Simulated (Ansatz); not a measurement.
TaSi2 in space group P6_422 (No. 181; Ta on 3c, Si on 6i) under volume change, r²SCAN in the plane-wave PAW code Ansatz, shape and atoms relaxed at each volume.

```tsv
V (Å³/atom)	E − E(relaxed) (meV/atom)	P (GPa)
13.112	83.7	22.46
13.544	35.2	13.76
13.976	8.3	6.33
14.408	0.0	0.00
14.841	7.5	-5.39
15.273	28.3	-9.96
15.705	60.6	-13.83
```

**Question.** What does a third-order Birch–Murnaghan fit give for V₀, B₀ and B′?

**Answer.** V₀ = 14.41 Å³/atom, B₀ = 194 GPa, B′ = 4.4.

The first step of the workflow began from a Materials Project structure, measured or hypothetical; the Crystallography Open Database files this formula in space group No. 181, but the cells were not matched. Whether it is the stable phase at ambient conditions was not checked. Symmetry was held in the r²SCAN relaxation; whether a distortion lowers the energy is not shown. The run is not spin-polarised. Spin–orbit coupling is left out wherever it is not named.

Potentials: the later of the program's two PAW sets.
